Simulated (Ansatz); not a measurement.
Polymorphs of FeNi, each relaxed with plane-wave PAW r²SCAN (Ansatz code):

A: R-3m
a = 2.5114 Å, b = 2.5114 Å, c = 12.3001 Å, α = 90.00°, β = 90.00°, γ = 120.00°

```tsv
atom	site	symmetry	x	y	z
Fe	3a	-3m	0.0000	0.0000	0.0000
Ni	3b	-3m	0.0000	0.0000	0.5000
```

B: L1₀ or tetragonal B2 (P4/mmm)
a = 2.513 Å, b = 2.513 Å, c = 3.535 Å, α = 90.00°, β = 90.00°, γ = 90.00°

| atom | site | symmetry | x | y | z |
|---|---|---|---|---|---|
| Fe | 1a | 4/mmm | 0.0000 | 0.0000 | 0.0000 |
| Ni | 1d | 4/mmm | 0.5000 | 0.5000 | 0.5000 |

Problem. Order them by energy per atom at 0 K (lowest first) at the level r²SCAN.

Solution. B (+0 meV/atom), A (+107 meV/atom)

Spin orders computed, not proven ground states: A ferromagnetic; B ferromagnetic. Standing as an ambient phase not checked: A; B. Perhaps ordered models of mixed-site phases: A. All cells were relaxed under the symmetry of their starts (and spin orders); stability against distortions was not tested throughout.

Energies hold the estimated change up to a 700 eV cutoff; steps of a few meV lie near the error of the meshes.

Potentials: the later of the program's two PAW sets.
